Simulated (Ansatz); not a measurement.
## ScCu in the CsCl-type structure

Level of theory: DFT, PBEsol, scalar-relativistic, no spin polarisation; plane waves to 420 eV with PAW datasets (Ansatz 0.2.0), Γ-centred 10×10×10 mesh, 0.05 eV Gaussian smearing; PAW files: Ansatz's generated set soft_2.

```xyz
2
Lattice="3.2106 0.0000 0.0000 0.0000 3.2106 0.0000 0.0000 0.0000 3.2106" Properties=species:S:1:pos:R:3 pbc="T T T"
Sc    0.0000    0.0000    0.0000
Cu    1.6053    1.6053    1.6053
```

The start was a prototype's sites filled with these elements; the Crystallography Open Database holds the compound in this structure.

The cell has space group Pm-3m (read at 0.01 Å). In it the stress is -0.01, -0.01, -0.01, 0.00, 0.00, 0.00 GPa and the largest force component 0.000 eV/Å. Each change below starts from this cell, without further relaxation. Stress is in GPa, positive in compression, in the order xx, yy, zz, yz, xz, xy; energies are counted from the cell above and are free energies with the smearing's entropy, which match forces and stress in a metal.

Task: One atom was moved along a Cartesian axis, and these forces appeared. Which atom, and about how far?
```
atom  Fx (eV/Å)      Fy     Fz
 Sc1      0.000  -0.428  0.000
 Cu2      0.000   0.428  0.000
```

Result: Atom 1 (Sc) is moved by 0.12 Å along y; the energy changes by 25.6 meV per cell. Moving the other atom the opposite way is the same thing.

Task: A single strain component, atoms carried along, gave the stress -0.71, -1.47, -0.71, 0.00, 0.00, 0.00. Which component, and about how large?

Result: An engineering strain of 1 % in yy; the energy changes by 1.6 meV per cell. The relaxed cell is 4 % smaller in volume than the cell of this structure in the Crystallography Open Database (17.26 Å³/atom, 1962).
